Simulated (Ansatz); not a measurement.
Input file for Ansatz (a quantum-chemistry and plane-wave program):

Ansatz 0.2 input:
```yaml
crystal:
  lattice:
    - [3.447080563, 0.0, 0.0]
    - [0.0, 3.447080563, 0.0]
    - [0.0, 0.0, 3.447080563]
  atoms:
    - { symbol: Na, position: [0.0, 0.0, 0.0] }
    - { symbol: Cl, position: [0.5, 0.5, 0.5] }
kpoints:
  mp_grid: { grid: [6, 6, 6] }
hamiltonian:
  xc: hse06
  pseudopotentials: { azcp: { folder: ./paw }, kind: paw }
scf:
  n_extra_bands: 6
  occupations: { method: fixed }
output:
  eigenvalues: true
  eigenstates:
    e_range: [-9.0, 14.0]
    kpoints:
      - [0.0, 0.5, 0.5]  # VBM
      - [0.0, 0.0, 0.0]  # CBM
      - [0.0, 0.0, 0.0]  # GAMMA
      - [0.5, 0.5, 0.5]  # R
      - [0.5, 0.5, 0.0]  # M
      - [0.0, 0.5, 0.0]  # X
```

Output (shortened):

```
Pseudopotential: Na, paw, valence charge 9
Pseudopotential: Cl, paw, valence charge 7
Functional definition: HSE06
davidson cushion auto → on  (no smearing: the cushion is to keep the highest requested band from converging to the state above it …
Crystal: 2 atoms, lattice volume = 40.959 Å³
Basis set: ecut = 420 eV, 799 PW (Γ)
Bands: 14, of which v1, the nominal top of the filled ones, is band 8 counted from 1 (7 counted from 0)
Symmetry: 48 space group operations
Space group: Pm-3m (ITA 221), of the structure as read, at distance tolerance 3.4e-5 Å
k-points: 20 of 216
SCF iter   1: F=—  HF=-2570.162331 eV  |F-HF|=—  |Δ(HF+E_count)|=         —  Δρ=7.72e-2  dr2=1.95e0  ethr=1.00e-1  ⟨swp⟩=6.0  Hψ=1050  notcnv=0
preconditioner: auto → none
iter 2 solved again at ethr=6.30e-4 eV; its pass at ethr=1.22e-2 eV (dr2=1.01e-1 eV) is discarded
SCF iter   2: F=—  HF=-2569.250814 eV  |F-HF|=—  |Δ(HF+E_count)|=   9.12e-1  Δρ=1.54e-2  dr2=1.01e-1  ethr=6.30e-4  ⟨swp⟩=2.2  Hψ=1461  notcnv=0
SCF iter   3: F=—  HF=-2569.232479 eV  |F-HF|=—  |Δ(HF+E_count)|=   1.83e-2  Δρ=6.09e-3  dr2=1.21e-2  ethr=6.30e-4  ⟨swp⟩=2.0  Hψ=640  notcnv=0
SCF iter   4: F=-2569.234735 eV  HF=-2569.234709 eV  |F-HF|=2.56e-5  |Δ(HF+E_count)|=   2.23e-3  Δρ=1.31e-3  dr2=9.58e-4  ethr=7.57e-5  ⟨swp⟩=3.4  Hψ=797  notcnv=0
SCF 1 stopped early in 4 iterations: F = -2569.234735 eV  dr2 = 9.58e-4
Crystal: 2 atoms, lattice volume = 40.959 Å³
Exchange kernel: α = 0.2500, screened, ω = 0.2079 Å⁻¹, Wigner–Seitz truncation, v(0) = 1045.8350 eV·Å³, q-mesh 6×6×6, nearest image of the exchange supercell L …
Frozen-core exchange: fock
SCF iter   1: F=—  HF=-2570.175402 eV  |F-HF|=—  |Δ(HF+E_count)|=         —  Δρ=5.95e-3  dr2=1.03e-2  ethr=5.98e-5  ⟨swp⟩=4.8  Hψ=1097  notcnv=0
preconditioner: auto → none
SCF iter   2: F=—  HF=-2570.172594 eV  |F-HF|=—  |Δ(HF+E_count)|=   2.81e-3  Δρ=1.66e-3  dr2=9.45e-4  ethr=5.87e-5  ⟨swp⟩=3.0  Hψ=699  notcnv=0
SCF iter   3: F=—  HF=-2570.174108 eV  |F-HF|=—  |Δ(HF+E_count)|=   1.51e-3  Δρ=5.15e-4  dr2=9.41e-5  ethr=4.69e-6  ⟨swp⟩=3.1  Hψ=721  notcnv=0
SCF iter   4: F=—  HF=-2570.174094 eV  |F-HF|=—  |Δ(HF+E_count)|=   1.43e-5  Δρ=6.82e-5  dr2=2.98e-6  ethr=5.14e-7  ⟨swp⟩=3.0  Hψ=705  notcnv=0
SCF iter   5: F=-2570.174095 eV  HF=-2570.174095 eV  |F-HF|=4.56e-9  |Δ(HF+E_count)|=   5.51e-7  Δρ=7.48e-6  dr2=8.82e-7  ethr=1.31e-8  ⟨swp⟩=3.4  Hψ=895  notcnv=0
SCF 2 stopped early in 5 iterations: F = -2570.174095 eV  dr2 = 8.82e-7
hybrid outer 1: dexx = +2.017e-3 eV, tail = 1.30e-5 eV
Crystal: 2 atoms, lattice volume = 40.959 Å³
Exchange kernel: α = 0.2500, screened, ω = 0.2079 Å⁻¹, Wigner–Seitz truncation, v(0) = 1045.8350 eV·Å³, q-mesh 6×6×6, nearest image of the exchange supercell L …
Frozen-core exchange: fock
SCF iter   1: F=—  HF=-2570.174041 eV  |F-HF|=—  |Δ(HF+E_count)|=         —  Δρ=5.77e-5  dr2=7.03e-7  ethr=4.07e-7  ⟨swp⟩=2.1  Hψ=645  notcnv=0
preconditioner: auto → none
iter 2 solved again at ethr=2.29e-11 eV; its pass at ethr=3.86e-9 eV (dr2=3.66e-9 eV) is discarded
SCF iter   2: F=-2570.174041 eV  HF=-2570.174041 eV  |F-HF|=1.30e-9  |Δ(HF+E_count)|=   2.60e-7  Δρ=6.34e-6  dr2=1.19e-8  ethr=2.29e-11  ⟨swp⟩=3.1  Hψ=1621  notcnv=0  defer=2
SCF 3 converged in 2 iterations: F = -2570.174041 eV  dr2 = 1.19e-8
hybrid outer 2: dexx = +7.027e-8 eV, tail = 3.26e-8 eV, Δε = 3.03e-3 eV (about 2.86e-4 eV left of the loop's levels)
NSCF: frozen V_eff on 6 k-points
hybrid SCF converged: 2 outer / 7 inner (+4 warm-up), last move |dexx| = 7.03e-8 eV, tail = 3.26e-8 eV
Stability not checked (fock_operator)
Free energy (F): -2570.174041 eV
Frozen-core exchange: fock
Harris-Foulkes:  -2570.174041 eV  (|F-HF|=1.30e-9)
Internal energy: -2570.174041 eV  (E = F + TS)
E sigma→0 (E₀):  -2570.174041 eV
Fermi energy:    1.788539 eV
--- Per-component energies (eV) ---
  E_band       = -262.076867
  E_kinetic    = 267.885280
  E_local      = -1601.359914  (includes V_loc(G=0)·N_el)
  E_nonlocal   = 309.629762
  E_hartree    = 534.363393
  E_xc         = -117.190893
  E_vxc        = -132.394502  (∫ρ·V_xc dr)
  E_exx        = -58.409983  (= α·E_x^exact, valence–valence)
  E_paw        = -923.494884  (= ΣΔE_a)
  E_vpaw       = -57.743206  (= ΣTr[D̂ρ^β])
  E_aug_tail   = 0.000070  (compensation charges beyond the density's cutoff)
  E_ewald      = -981.451810
  E_core_change = -0.145062  (= ΣΔE_core)
  E_smearing   =  0.000000  (= −TS)
  E_closure    =  0.000000  (closes the sum)
  Σ components = -2570.174041   (vs F -2570.174041, Δ=0.00e0)
  [band-id]    e_kinetic+e_local+e_nonlocal+2·e_hartree+e_vxc+2·e_exx+e_vpaw+e_augmentation_tail = -262.075689   (vs E_band -262.076867, Δ=1.18e-3)
--- Band table (eV; the first three rows and the last of 20) ---
  k-point 0: bands = ["-52.1795", "-22.3318", "-22.3318", "-22.3318", "-13.0223", "1.2142", "1.2142", "1.2142", "7.2575", "11.6201", "11.6201", "19.3490", "19.3490", "19.3490"]
  k-point 1: bands = ["-52.1790", "-22.3435", "-22.3307", "-22.3307", "-12.9203", "0.3339", "1.2794", "1.2794", "8.0162", "11.9416", "12.2882", "17.4069", "17.4069", "18.9455"]
  k-point 2: bands = ["-52.1781", "-22.3667", "-22.3284", "-22.3284", "-12.7034", "-1.0139", "1.4153", "1.4153", "9.3358", "12.7860", "12.8392", "15.8043", "15.8043", "17.8023"]
  k-point 19: bands = ["-52.1741", "-22.3604", "-22.3604", "-22.3604", "-11.9293", "-0.3696", "-0.3696", "-0.3696", "10.2141", "10.2141", "10.2141", "15.5136", "19.9071", "19.9071"]
```

Cost: around 80 core-seconds (rough) on shared cores.

The points marked VBM and CBM come from a semilocal run.

This is a known high-pressure phase of the composition, computed here at zero pressure and temperature. The cell was relaxed with PBEsol under the symmetry of its start. At this level the phase is dynamically unstable (imaginary phonons).

Potentials: the earlier of the program's two PAW sets.

Ansatz is a plane-wave DFT program.
